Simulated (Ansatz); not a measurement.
Sr₃SnO (anti-perovskite, Pm-3m) at seven volumes, DFT-LDA in the program Ansatz with PAW potentials, scaled uniformly. One row is withheld.

```csv
V (Å³/atom),P (GPa)
23.089,?
23.851,3.85
24.612,1.77
25.373,0.00
26.134,-1.50
26.895,-2.79
27.656,-3.88
```

### Question
Fit the shown pressures and predict the withheld one.

### Answer
P = (3/2)B₀(x^(7/2) − x^(5/2))[1 + (3/4)(B′ − 4)(x − 1)] with x = (V₀/V)^(2/3). Least squares on the six rows gives V₀ = 25.374 Å³/atom, B₀ = 54.3 GPa, B′ = 4.36. At V = 23.089, x = 1.0649 and P = 6.30 GPa. The run itself gave 6.30 GPa.

The first step of the workflow began from a Materials Project structure, measured or hypothetical; the Crystallography Open Database files this formula in space group No. 221, but the cells were not matched. Whether it is the stable phase at ambient conditions was not checked. Symmetry was held in the LDA relaxation; of distortions, only those at the zone centre were tested. Scalar-relativistic: spin–orbit coupling is off unless named, which matters more the heavier the elements.

Potentials: the later of the program's two PAW sets.
